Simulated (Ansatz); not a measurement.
AlRu: zone-centre modes

Method: DFT PBE, scalar-relativistic, plane waves, PAW (Ansatz 0.2.0). Plane waves to 420 eV; Γ-centred k mesh 20×20×20; Fermi-Dirac smearing of 0.15 eV. No spin polarisation. Phonons by linear response, acoustic sum rule imposed.

Relaxed structure:
```
CELL_PARAMETERS angstrom
3.00601 0.00000 0.00000
0.00000 3.00601 0.00000
0.00000 0.00000 3.00601
ATOMIC_POSITIONS crystal
Al 0.00000 0.00000 0.00000
Ru 0.50000 0.50000 0.50000
```

It was relaxed at this level from a cell as deposited in COD. In a metal, frequencies depend on the k mesh and the smearing, soft modes most.

Optical modes at Γ:
```csv
frequency (THz),degeneracy
9.17,3
```

All 3 optical modes at Γ are real: no displacement of atoms at fixed cell lowers the energy to second order. Strains and modes at other wave vectors aren't tested by this run.
